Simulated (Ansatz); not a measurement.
input.yaml

```yaml
crystal:
  lattice:
    - [4.772045847, 0.0, 0.0]
    - [0.0, 4.772045847, 0.0]
    - [0.0, 0.0, 4.772045847]
  atoms:
    - { symbol: Zn, position: [0.0, 0.0, 0.0] }
    - { symbol: Bi, position: [0.0, 0.5, 0.5] }
    - { symbol: Bi, position: [0.5, 0.0, 0.5] }
    - { symbol: Bi, position: [0.5, 0.5, 0.0] }
basis:
  ecutwfc: 420
kpoints:
  mp_grid: { grid: [10, 10, 10] }
hamiltonian:
  xc: pbesol
scf:
  occupations: { method: gaussian, width: 0.1 }
output:
  forces: true
  stress: true
  eigenvalues: true
```

It can be run as
```bash
ansatz run input.yaml --threads 1 --pin off --backend cpu --events-out ev --progress --plain --runs-dir out  # memory cap (--max-ram) not shown
```

All numbers below come from Ansatz, DFT PBEsol, scalar-relativistic, plane waves, PAW.

Part of what the program printed, abridged (iterations and final results):

```
SCF iter   1: F=—  HF=-40006.150570 eV  |F-HF|=—  |Δ(HF+E_count)|=         —  Δρ=2.48e-3  dr2=8.16e-3  ethr=1.77e-3  ⟨swp⟩=7.4  Hψ=9090  notcnv=0  defer=1
SCF iter   2: F=—  HF=-40006.147974 eV  |F-HF|=—  |Δ(HF+E_count)|=   2.60e-3  Δρ=8.53e-4  dr2=1.41e-3  ethr=1.43e-5  ⟨swp⟩=2.2  Hψ=3179  notcnv=0  defer=2
SCF iter   3: F=—  HF=-40006.147599 eV  |F-HF|=—  |Δ(HF+E_count)|=   3.76e-4  Δρ=7.19e-4  dr2=9.00e-4  ethr=2.47e-6  ⟨swp⟩=2.0  Hψ=2190  notcnv=0  defer=2
SCF iter   4: F=—  HF=-40006.147366 eV  |F-HF|=—  |Δ(HF+E_count)|=   2.33e-4  Δρ=1.67e-4  dr2=4.89e-5  ethr=1.58e-6  ⟨swp⟩=2.0  Hψ=2473  notcnv=0  defer=2
SCF iter   5: F=—  HF=-40006.147332 eV  |F-HF|=—  |Δ(HF+E_count)|=   3.39e-5  Δρ=5.79e-5  dr2=7.06e-6  ethr=8.58e-8  ⟨swp⟩=2.1  Hψ=2755  notcnv=0  defer=2
SCF iter   6: F=—  HF=-40006.147330 eV  |F-HF|=—  |Δ(HF+E_count)|=   1.84e-6  Δρ=1.88e-5  dr2=6.08e-7  ethr=1.24e-8  ⟨swp⟩=2.2  Hψ=2300  notcnv=0  defer=2
SCF iter   7: F=—  HF=-40006.147330 eV  |F-HF|=—  |Δ(HF+E_count)|=   2.13e-8  Δρ=8.21e-6  dr2=1.14e-7  ethr=1.75e-10  ⟨swp⟩=9.3  Hψ=9310  notcnv=0
SCF iter   8: F=-40006.147330 eV  HF=-40006.147330 eV  |F-HF|=4.80e-10  |Δ(HF+E_count)|=   1.22e-8  Δρ=1.78e-6  dr2=3.88e-9  ethr=1.75e-10  ⟨swp⟩=4.2  Hψ=6318  notcnv=0
SCF 1 converged in 8 iterations: F = -40006.147330 eV  dr2 = 3.88e-9
SCF converged after 8 iterations
Free energy (F): -40006.147330 eV
Harris-Foulkes:  -40006.147330 eV  (|F-HF|=4.80e-10)
Internal energy: -40006.135896 eV  (E = F + TS)
E sigma→0 (E₀):  -40006.141613 eV
Entropy (-TS):   -0.011434 eV (-2.858 meV/atom)
Fermi energy:    11.442305 eV
--- Per-component energies (eV) ---
  E_band       = -195.465014
  E_kinetic    = 1039.238575
  E_local      = -5806.228295  (includes V_loc(G=0)·N_el)
  E_nonlocal   = 2300.231010
  E_hartree    = 2006.325342
  E_xc         = -587.414223
  E_vxc        = -485.871540  (∫ρ·V_xc dr)
  E_paw        = -33317.724707  (= ΣΔE_a)
  E_vpaw       = -1255.481497  (= ΣTr[D̂ρ^β])
  E_aug_tail   = -0.001749  (compensation charges beyond the density's cutoff)
  E_ewald      = -5641.628461
  E_core_change = 1.066612  (= ΣΔE_core)
  E_smearing   = -0.011434  (= −TS)
--- Forces (eV/Å), atoms counted from 1 ---
  atom   1  Zn     0.00000000     0.00000000     0.00000000
  atom   2  Bi     0.00000000     0.00000000     0.00000000
  atom   3  Bi     0.00000000     0.00000000     0.00000000
  atom   4  Bi     0.00000000     0.00000000     0.00000000
--- Stress (GPa, compression-positive) ---
        0.583521       0.000000       0.000000
        0.000000       0.583521       0.000000
        0.000000       0.000000       0.583521
  P = ⅓ Tr σ = 0.5835 GPa (5.835 kbar)
--- Band table (eV; the first three rows and the last of 56) ---
  k-point 0: bands = ["-11.5691", "-11.5691", "-11.5691", "-11.5345", "-11.4566", "-11.4566", "-11.3745", "-11.3745", "-11.3745", "-11.3340", "-11.3340", "-11.2749", "-11.2422", "-11.2422", "-11.2422", "-2.0924", "2.1773", "2.1773", "4.6413", "4.6413", "4.6413", "4.7070", "4.7070", "7.3210", "7.3210", "7.3210", "9.1017", "12.4592", "12.4592", "12.4592", "13.8212", "13.8212", "13.8212", "16.7567", "16.7567"]
  k-point 1: bands = ["-11.5682", "-11.5617", "-11.5617", "-11.5300", "-11.4561", "-11.4525", "-11.3755", "-11.3747", "-11.3747", "-11.3379", "-11.3339", "-11.2786", "-11.2504", "-11.2504", "-11.2422", "-2.0334", "1.9885", "2.1920", "4.6352", "4.6352", "4.6413", "4.6971", "4.6971", "7.3577", "7.4022", "7.4022", "9.3957", "12.2278", "12.3189", "12.3189", "13.4293", "13.7004", "13.7004", "16.8381", "17.1829"]
  k-point 2: bands = ["-11.5657", "-11.5403", "-11.5403", "-11.5170", "-11.4546", "-11.4408", "-11.3780", "-11.3754", "-11.3754", "-11.3492", "-11.3336", "-11.2892", "-11.2739", "-11.2739", "-11.2422", "-1.8594", "1.5072", "2.2317", "4.6197", "4.6197", "4.6413", "4.6702", "4.6812", "7.4607", "7.6394", "7.6394", "10.1482", "11.7418", "11.8176", "11.8176", "12.7358", "13.6578", "13.6578", "17.0022", "17.9624"]
  k-point 55: bands = ["-11.4927", "-11.4927", "-11.4927", "-11.4816", "-11.4816", "-11.4816", "-11.4649", "-11.3520", "-11.3520", "-11.3520", "-11.3492", "-11.3492", "-11.2682", "-11.2682", "-11.2682", "0.7433", "0.7433", "0.7433", "4.6644", "4.6644", "4.7179", "4.7179", "4.7179", "5.5810", "6.7534", "6.7534", "6.7534", "8.2999", "15.7053", "15.7053", "16.1249", "16.1249", "16.1249", "18.6285", "18.6285"]
```

The calculation finished and met its thresholds.

Spin–orbit coupling is left out, which can shift energies with elements as heavy as these.